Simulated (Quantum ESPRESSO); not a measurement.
Band energies of Na2PtH6

```
Na2PtH6
1.0
    0.00000     3.62932     3.62932
    3.62932     0.00000     3.62932
    3.62932     3.62932     0.00000
H Na Pt
6 2 1
Direct
  0.77446   0.77446   0.22554
  0.22554   0.22554   0.77446
  0.22554   0.77446   0.77446
  0.77446   0.22554   0.22554
  0.77446   0.22554   0.77446
  0.22554   0.77446   0.22554
  0.75000   0.75000   0.75000
  0.25000   0.25000   0.25000
  0.00000   0.00000   0.00000
```

PBEsol (pw.x of Quantum ESPRESSO, ONCV potentials, scalar-relativistic); path ΓXWKΓLUWLK,UX; energies in eV from the valence-band maximum.

```
k (1/Å)  point  band 17  band 18  band 19  band 20  band 21  band 22  band 23  band 24
-------  -----  -------  -------  -------  -------  -------  -------  -------  -------
0.00         Γ    -1.44    -1.44    -0.24    -0.24    -0.24     5.79     7.32     7.32
0.43              -1.39    -1.39    -0.91    -0.48    -0.48     4.75     7.41     7.52
0.87         X    -1.56    -1.26    -1.26    -0.80    -0.80     3.43     6.89     8.00
1.30         W    -1.63    -1.26    -1.04    -1.04    -0.91     4.59     6.17     7.84
1.30         K    -1.63    -1.29    -1.20    -1.11    -0.50     4.19     6.80     7.42
1.67              -1.56    -1.36    -1.36    -0.66     0.00     5.65     5.71     7.55
2.22         Γ    -1.44    -1.44    -0.24    -0.24    -0.24     5.79     7.32     7.32
2.59              -1.40    -1.40    -1.17    -0.13    -0.13     6.28     6.28     6.70
2.97         L    -1.41    -1.34    -1.34    -0.04    -0.04     5.72     5.72     6.86
3.14              -1.43    -1.35    -1.34    -0.27    -0.12     5.30     5.87     7.13
3.50         U    -1.63    -1.29    -1.20    -1.11    -0.50     4.19     6.80     7.42
3.50         W    -1.63    -1.26    -1.04    -1.04    -0.91     4.59     6.17     7.84
3.80              -1.48    -1.34    -1.32    -0.59    -0.29     4.94     5.99     7.58
4.11         L    -1.41    -1.34    -1.34    -0.04    -0.04     5.72     5.72     6.86
4.43              -1.48    -1.33    -1.32    -0.66    -0.26     4.80     6.18     7.58
4.64         K    -1.63    -1.29    -1.20    -1.11    -0.50     4.19     6.80     7.42
4.64         U    -1.63    -1.29    -1.20    -1.11    -0.50     4.19     6.80     7.42
4.94         X    -1.56    -1.26    -1.26    -0.80    -0.80     3.43     6.89     8.00
```

The PBEsol gap is indirect, 3.43 eV, from 40 % of the way from K to Γ to X; the smallest direct gap is 4.23 eV.

Without spin-orbit coupling, band edges of such heavy elements can be off by tenths of an eV.

Geometry of the Materials Project entry, not relaxed at this level.

The structure is a Materials Project entry; no match was found in the copy of COD used, and its stability was not checked.
